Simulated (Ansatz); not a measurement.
A geometry of TiNi away from equilibrium: the start of the relaxation of a generated trial cell of TiNi in the AFLOW prototype AB_hP12_194_af_bf (as in MoC). These are PBE (plane waves to 420 eV, PAW, scalar-relativistic; Ansatz, a quantum-chemistry and plane-wave program) values and carry that method's errors. Γ-centred k-mesh 9×9×2 on the run's cell (coarser than for final values), Fermi–Dirac smearing 0.05 eV.

```xyz
12
Lattice="3.3748 0.0000 0.0000 -1.6874 2.9226 0.0000 0.0000 0.0000 16.3805" Properties=species:S:1:pos:R:3 pbc="T T T"
Ni     0.0000     0.0000     4.0951
Ni     0.0000     0.0000    12.2854
Ni     0.0000     1.9484     9.5498
Ni     1.6874     0.9742     1.3596
Ni     1.6874     0.9742     6.8307
Ni     0.0000     1.9484    15.0209
Ti     0.0000     0.0000     0.0000
Ti     0.0000     0.0000     8.1903
Ti     0.0000     1.9484     2.7192
Ti     1.6874     0.9742    10.9094
Ti     1.6874     0.9742    13.6614
Ti     0.0000     1.9484     5.4711
```
Spin-polarised start, with parallel moments on Ni.

**Question.** What forces act on the atoms (eV/Å)?

**Answer.** 
| atom | Fx | Fy | Fz |
|---|---|---|---|
| Ni1 | 0.00 | 0.00 | 0.00 |
| Ni2 | 0.00 | 0.00 | 0.00 |
| Ni3 | 0.00 | 0.00 | -0.05 |
| Ni4 | 0.00 | 0.00 | -0.05 |
| Ni5 | 0.00 | 0.00 | 0.05 |
| Ni6 | 0.00 | 0.00 | 0.05 |
| Ti7 | 0.00 | 0.00 | 0.00 |
| Ti8 | 0.00 | 0.00 | 0.00 |
| Ti9 | 0.00 | 0.00 | -0.95 |
| Ti10 | 0.00 | 0.00 | -0.95 |
| Ti11 | 0.00 | 0.00 | 0.95 |
| Ti12 | 0.00 | 0.00 | 0.95 |

**Question.** What is the pressure?

**Answer.** +19.0 GPa, compression positive.

**Question.** How far above the relaxed end point is this geometry?

**Answer.** 0.25 eV/atom; the path ends in P6₃/mmc (No. 194).

No spin polarisation in the result: the starting moments vanished. A magnetic state may lie lower.

The run could not lose the symmetry of its start, so the end can be a saddle point.

The end of the path is a generated cell of TiNi: the first start was made by placing the elements on the sites of a structure type, and the end was not matched to a known phase here, so it may be hypothetical. Known forms of TiNi include space group No. 221.
